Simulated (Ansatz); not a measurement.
Several occupations of a bcc lattice at one composition, 3 Ti, 7 W, 1 Al, 2 Mo, 7 Hf. Sites, in fractions of the cell -5.001 5.001 -1.667; -5.001 -1.667 5.001; 1.667 5.001 5.001 Å:

| cell | sites |
| --- | --- |
| all | W (0.70 0.20 0.70) |
| 1 | Al (0.10 0.10 0.60), Hf (0.30 0.30 0.80), Hf (0.40 0.40 0.40), Hf (0.40 0.90 0.90), Hf (0.50 0.00 0.50), Hf (0.60 0.10 0.10), Hf (0.80 0.30 0.30), Hf (0.90 0.90 0.40), Mo (0.20 0.70 0.70), Mo (0.30 0.80 0.30), Ti (0.00 0.50 0.50), Ti (0.10 0.60 0.10), Ti (0.50 0.50 0.00), W (0.00 0.00 0.00), W (0.20 0.20 0.20), W (0.60 0.60 0.60), W (0.70 0.70 0.20), W (0.80 0.80 0.80), W (0.90 0.40 0.90) |
| 2 | Al (0.80 0.30 0.30), Hf (0.00 0.00 0.00), Hf (0.10 0.10 0.60), Hf (0.10 0.60 0.10), Hf (0.20 0.70 0.70), Hf (0.60 0.60 0.60), Hf (0.80 0.80 0.80), Hf (0.90 0.90 0.40), Mo (0.00 0.50 0.50), Mo (0.20 0.20 0.20), Ti (0.40 0.40 0.40), Ti (0.40 0.90 0.90), Ti (0.90 0.40 0.90), W (0.30 0.30 0.80), W (0.30 0.80 0.30), W (0.50 0.00 0.50), W (0.50 0.50 0.00), W (0.60 0.10 0.10), W (0.70 0.70 0.20) |
| 3 | Al (0.90 0.90 0.40), Hf (0.10 0.10 0.60), Hf (0.20 0.20 0.20), Hf (0.20 0.70 0.70), Hf (0.30 0.80 0.30), Hf (0.50 0.50 0.00), Hf (0.70 0.70 0.20), Hf (0.80 0.30 0.30), Mo (0.10 0.60 0.10), Mo (0.60 0.60 0.60), Ti (0.30 0.30 0.80), Ti (0.40 0.90 0.90), Ti (0.60 0.10 0.10), W (0.00 0.00 0.00), W (0.00 0.50 0.50), W (0.40 0.40 0.40), W (0.50 0.00 0.50), W (0.80 0.80 0.80), W (0.90 0.40 0.90) |

Each was relaxed without symmetry on coarser meshes and computed once more. These are results of DFT PBE, scalar-relativistic, plane waves, PAW (Ansatz 0.2.0), not measurements.

Plane waves to 420 eV, a k mesh through Γ of 5×5×5 on the computed 20-atom cell and Gaussian smearing (0.10 eV); no spin polarisation.

Warren–Cowley parameters of the first shell of the sublattice with most elements (negative: unlike neighbours preferred):
| cell | Hf-W | Hf-Ti | Ti-W | Hf-Mo | Mo-W | Al-Hf |
| --- | --- | --- | --- | --- | --- | --- |
| 1 | -0.02 | 0.17 | -0.07 | -0.07 | 0.29 | -0.07 |
| 2 | 0.08 | 0.17 | -0.43 | -0.43 | 0.46 | 0.64 |
| 3 | 0.13 | -0.31 | -0.07 | -0.43 | -0.43 | -0.43 |

Forces of up to 0.08 eV/Å remain on the final mesh.

Question: Which occupation is lowest in energy, and by how much?

Answer: Cells 1, 2 are lowest, within 8 meV/atom of each other and so too close to rank here.
| cell | E − E(lowest) (meV/atom) | V (Å³/atom) |
| --- | --- | --- |
| 1 | 0.0 | 18.01 |
| 2 | 3.9 | 18.03 |
| 3 | 17.7 | 17.84 |

The final mesh leaves forces up to 0.08 eV/Å and stresses up to 0.4 GPa: the relaxation ran on a coarser mesh, so the cell's shape, its bonds and its energy belong partly to that mesh.

Spin–orbit coupling is left out, which can shift energies with elements as heavy as these. Spin polarisation was left out, and a magnetic state may lie lower.

Cost: 6 runs of about 100 core-minutes in all (earlier runs that led there not counted), on Arm Neoverse V1 (shared hosts).